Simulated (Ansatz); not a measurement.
TiC (rock salt) is sheared across one {100} plane: the third cell vector gains the shift, so faults repeat every 6.5 Å. The cut lies between planes 2.17 Å apart; the cell height is held.

```xyz
6
Lattice="3.0639 0.0000 0.0000 0.0000 3.0639 0.0000 1.5320 1.5320 6.4996" Properties=species:S:1:pos:R:3 pbc="T T T"
C      1.2766     1.2766     5.4163
C      1.2766     1.2766     1.0833
C      2.8086     2.8086     3.2498
Ti     2.8086     2.8086     5.4163
Ti     2.8086     2.8086     1.0833
Ti     1.2766     1.2766     3.2498
```

In-plane vectors a = (3.064, 0.000) Å, b = (0.000, 3.064) Å, area 9.39 Å². The shift is s times the vector a (length 3.064 Å), so s = 1 restores the start. The shift is rigid: no atom relaxes. γ = [E(shift) − E(0)] / area.

Level of theory: PBE (plane waves to 420 eV, PAW, scalar-relativistic; Ansatz, an electronic-structure program). k mesh 13×13×13 (Γ-centred), Fermi-Dirac smearing 0.05 eV. Energies are extrapolated to zero smearing. With partly filled bands, the k mesh leaves noise in γ, roughly 0.02 J/m² as judged from a few cases. Faults lie only 6.5 Å apart, and holding the cell height and the atoms raises γ above its relaxed value. TiC is run without spin polarisation. TiC was relaxed with its symmetry unable to fall. The zero of γ is zero shift. The last digit holds for this mesh only.

| s | γ (J/m²) |
|---|---|
| 0.000 | 0.00 |
| 0.083 | withheld |
| 0.167 | 1.03 |
| 0.250 | 1.94 |
| 0.333 | 2.75 |
| 0.417 | 3.30 |
| 0.500 | 3.49 |
| 0.583 | 3.30 |
| 0.667 | 2.75 |
| 0.750 | 1.94 |
| 0.833 | 1.03 |
| 0.917 | withheld |

Task: Fit a Fourier form (three harmonics of 1 − cos and sin) to the given rows and predict γ at s = 0.917.

Result: Least squares on the 10 given rows: γ = (1.737)·[1 − cos(2πs)] + (0.097)·[1 − cos(4πs)], in J/m²; root-mean-square residual 0.011 J/m². At 0.917 the fit gives 0.28 J/m²; the calculation gives 0.28 J/m², the same to the digits shown. 

(The slope of γ gives the shear force per area between the displaced halves; near zero shift its curvature is an elastic stiffness.)
